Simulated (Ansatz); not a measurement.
Sr₂FeH₆ in space group Fm-3m (No. 225; Sr on 8c, Fe on 4a, H on 24e), plane-wave PAW LDA (Ansatz code): ε∞ = 4.69, cell volume 95.69 Å³. Infrared-active transverse modes:

| ω_TO (cm⁻¹) | oscillator strength S_xx (e²/amu) |
|---|---|
| 192.2 | 0.4032 |
| 873.1 | 0.03509 |
| 1566.5 | 1.265 |

Task: Compute the static dielectric constant.

Result: Each mode adds (4.921e7/V) S/ω²: 5.62, 0.02, 0.26. So ε0 = 10.6.

The first step of the workflow began from a Materials Project structure, measured or hypothetical; the Crystallography Open Database copy checked does not list it. Whether it is the stable phase at ambient conditions was not checked. The LDA relaxation kept the symmetry of its start; phonons on a q-mesh show no instability. No spin polarisation was allowed. Spin–orbit coupling is left out wherever it is not named.

Potentials: the later of the program's two PAW sets.
